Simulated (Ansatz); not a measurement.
Starting cell, ZnCu (CsCl type):

```
CELL_PARAMETERS angstrom
      5.92765     0.00000     0.00000
      0.00000     2.96382     0.00000
      0.00000     0.00000     2.96382
ATOMIC_POSITIONS crystal
  Zn 0.00000 0.00000 0.00000
  Zn 0.50000 0.00000 0.00000
  Cu 0.25000 0.50000 0.50000
  Cu 0.75000 0.50000 0.50000
```

The atoms are displaced by Q × the pattern below (from a DFPT mode at X = (0.5, 0.0, 0.0), largest move 1; Q in Å), at fixed cell. (q is in reciprocal vectors of the primitive cell; the cell shown is doubled to hold the pattern.)

```
atom       x      y      z
----  ------  -----  -----
Cu3   -1.000  0.000  0.000
Cu4    1.000  0.000  0.000
```

Atoms not listed stay in place.

Method: PBE (plane waves to 420 eV, PAW, scalar-relativistic; Ansatz, a quantum-chemistry and plane-wave program). k mesh 8×16×16 (Γ-centred), Fermi-Dirac smearing 0.05 eV. E stands for the smeared free energy. With partly filled bands, energies and forces of such displacements shift with the k mesh and the smearing. ZnCu is run without spin polarisation. ZnCu was relaxed with its symmetry unable to fall. ΔE is measured from the undisplaced structure. The last digit holds for this mesh only.

```json
[
 {"Q (Å)": "-0.1000", "ΔE (meV/cell)": "52.82"},
 {"Q (Å)": "-0.0833", "ΔE (meV/cell)": "withheld"},
 {"Q (Å)": "-0.0667", "ΔE (meV/cell)": "23.16"},
 {"Q (Å)": "-0.0500", "ΔE (meV/cell)": "12.96"},
 {"Q (Å)": "-0.0333", "ΔE (meV/cell)": "5.74"},
 {"Q (Å)": "-0.0167", "ΔE (meV/cell)": "1.43"},
 {"Q (Å)": "0.0000", "ΔE (meV/cell)": "0.00"},
 {"Q (Å)": "0.0167", "ΔE (meV/cell)": "1.43"},
 {"Q (Å)": "0.0333", "ΔE (meV/cell)": "5.74"},
 {"Q (Å)": "0.0500", "ΔE (meV/cell)": "12.96"},
 {"Q (Å)": "0.0667", "ΔE (meV/cell)": "23.16"},
 {"Q (Å)": "0.0833", "ΔE (meV/cell)": "withheld"},
 {"Q (Å)": "0.1000", "ΔE (meV/cell)": "52.82"}
]
```

Fit an even polynomial form (powers 2, 4) to the given rows and predict ΔE at Q = 0.0833.

Least squares on the 11 given rows: ΔE = (5149)·Q² + (13340)·Q⁴, in meV/cell with Q in Å; root-mean-square residual 0.009 meV/cell. At 0.0833 the fit gives 36.37 meV/cell; the calculation gives 36.40 meV/cell, so the interpolation is off by -0.03 (-0.1 %). The quadratic term alone would give 35.73 meV/cell.

(For displaced atoms, the force is minus the slope of the energy, and its curvature is a force constant, which sets phonon frequencies.)
